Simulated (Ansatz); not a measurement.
Si3N4 in space group I-43d (No. 220; N on 16c, Si on 12b), PBEsol in the plane-wave PAW code Ansatz, all energies at zero smearing, with the estimated change up to a 700 eV cutoff added, with one set of potentials and settings (totals compare only within such a set). Cell of 14 atoms (8 N, 6 Si): -6772.670 eV.

```csv
element,reference phase,E (eV/atom)
N,"Pa-3, 8 atoms in the cell",-378.4910
Si,"Fd-3m, 2 atoms in the cell",-621.4938
```

Formation energy per atom, worked out: (-6772.670 − 8×(-378.4910) − 6×(-621.4938))/14 = -1.127 eV/atom (-109 kJ per mol of atoms), at 0 K, without zero-point energy or fitted corrections.

The workflow started from an entry of the Crystallography Open Database (COD), which files this formula under 4 space groups. It is not the phase usual at ambient conditions (space group No. 176). Symmetry was held in the PBEsol relaxation; its stability against distortions is not shown here. The references are the lowest solids computed at this level, not always the standard phases (solids in place of the gases).

Potentials: the earlier of the program's two PAW sets. The files were generated under PBE; for other functionals the program regenerates the frozen cores, and for LDA and PBEsol the local potential too.
